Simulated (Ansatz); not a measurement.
Nb₄GaSe₈ (space group F-43m)

```
CELL_PARAMETERS angstrom
      0.00000     5.18251     5.18251
      5.18251     0.00000     5.18251
      5.18251     5.18251     0.00000
ATOMIC_POSITIONS crystal
  Nb 0.14702 0.14702 0.55894
  Nb 0.14702 0.55894 0.14702
  Nb 0.55894 0.14702 0.14702
  Nb 0.14702 0.14702 0.14702
  Ga 0.75000 0.75000 0.75000
  Se 0.88529 0.88529 0.34414
  Se 0.88529 0.34414 0.88529
  Se 0.34414 0.88529 0.88529
  Se 0.88529 0.88529 0.88529
  Se 0.38598 0.38598 0.38598
  Se 0.38598 0.38598 0.84206
  Se 0.38598 0.84206 0.38598
  Se 0.84206 0.38598 0.38598
```

The slice is a {110} plane (indices of the conventional cell) through the point (0.750, 0.750, 0.750) (fractional), spanned by u = [100] and v = [1 -1 -1] in vectors of this cell: u (7.33 Å) and v (10.37 Å, at 90° to u). It covers one period; positions are fractions (u, v).

Method: PBEsol (plane waves to 420 eV, PAW, scalar-relativistic; Ansatz, a first-principles code). k mesh 6×6×6. These are valence fields of a PAW run, semicore shells included where kept as valence: close to a nucleus they are smooth pseudo fields. Nb4GaSe8 is run without spin polarisation. Nb4GaSe8 was relaxed with its symmetry unable to fall.

Question: Predict the map of the valence electron density on the slice.

Answer: 
```
|%#+=--=--::..::--=--=+#|
|++====++=-::::-=++====+|
|---=+*##+=-::-=+##*+=--|
|::-=+%@@*=-::-=*@@%+=-:|
|::-=+#@%*=-::-=*%@#+=-:|
|..:-=***+=-::-=+***=-:.|
|..:-=====-:..:-=====-:.|
|..::--=--::..::--=--::.|
|:::-----::...:::-----::|
|::-=++=-::::::::-=++=-:|
|--=+***=-::::::-=***+=-|
|--+*###+=-::::-=+###*+-|
|--+*#*#*=::::::=*#*#*+-|
|--=*##*+-::::::-+*##*=-|
|---=+++=-:....:-=+++=--|
|----===--:....:--===---|
|----====--:..:--====---|
|----==++=-:..:-=++==---|
|---=+*##+=-::-=+##*+=--|
|---=+%@@*=-::-=*@@%+=--|
|---=+#@%*=-::-=*%@#+=--|
|::--=+#*+=-::-=+*#+=--:|
|:::--====-:..:-====--::|
|...::----:....:----::..|
|......:::......:::.....|
|...    ....::....    ..|
|:...    ..::::..    ...|
|:::.     .::::.     .::|
|--::.    ..::..    .::-|
|++=:..   ......   ..:=+|
|%#+-::............::-+#|
|@%+--::::......::::--+%|
```
Scale: ten equal steps from -1.81 (start of ' ') to 1.72 (end of '@'), in the order ' .:-=+*#%@'. Values: log₁₀ of the valence density in e/Å³. The map has 23 points along u (one character each, u = 0 at the left) and 32 along v (v = 0 in the bottom row). The scale is logarithmic, as a density can span decades between atoms and voids.
